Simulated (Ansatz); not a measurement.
## Zr3Cd2: how the free axis answers a strain

Zr3Cd2, P4/mmm, a = 5.502 Å, c = 5.091 Å. The structure is a COD entry; whether it is the stable form wasn't checked. Ansatz: PBEsol, PAW, 420 eV, Γ-centred 8×8×8 mesh on 5 atoms, Gaussian smearing 0.10 eV; no spin polarisation. Series: uniaxial strain along c, with a, b and atoms relaxed; x is the strain in per cent. y is the change of a in per cent of 5.502 Å.

| x (%) | y (%) |
| --- | --- |
| -4.5 | 0.11 |
| -3.0 | 0.07 |
| -1.5 | 0.03 |
| 0.0 | 0.00 |
| 1.5 | -0.02 |
| 3.0 | -0.05 |
| 4.5 | ? |

Question: Fit y = c1 x + c2 x² to the other rows, say what c1 measures, and predict the missing y.

Answer: Least squares on the rows shown. y = −0.01929 x + 0.001154 x². So −c1 = 0.019 is Poisson's ratio for this pair of axes. With a term in x³ added, the coefficient of x becomes -0.01851, 4 % less, which shows how far this figure hangs on the form. At x = 4.5 the fit asked for gives -0.06 %. The run gave -0.07 %, so the fit is 0.01 % too high, small in itself but 6 % of the span of the series.